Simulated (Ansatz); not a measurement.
Values for one crystal, relaxed and computed with PBE (plane waves, PAW; program Ansatz); other levels are named.

- Volume per atom: 24.47 Å³
- Electronic character: metallic (no gap)
- Density of states at the Fermi level: 0.59 states/eV per atom (mean over ±0.08 eV)
- Pressure derivative B′: 4.8
- Gap with spin–orbit coupling: none (metallic)
- Formation energy from the elements (no fitted shifts): 0.058 eV/atom
- Bulk modulus (Birch–Murnaghan fit): 52.9 GPa

Q: Pick the material that matches.
A) CuO, NiAs type
B) GaSb, NiAs type
C) GeRh, NiAs type
D) GaN, P-6m2 (Ga on 1a, N on 1f)

A: B, GaSb, NiAs type

Space group P6_3/mmc (NiAs type). The start of the workflow was typed in or built on a structure type; neither database checked (COD, Materials Project) lists it. It is not the phase usual at ambient conditions (space group No. 216). Symmetry was held in the PBE relaxation; its stability against distortions is not shown here. The references are the lowest solids computed at this level, not always the standard phases. Scalar-relativistic: spin–orbit coupling is off unless named, which matters more the heavier the elements.

Potentials: the later of the program's two PAW sets.
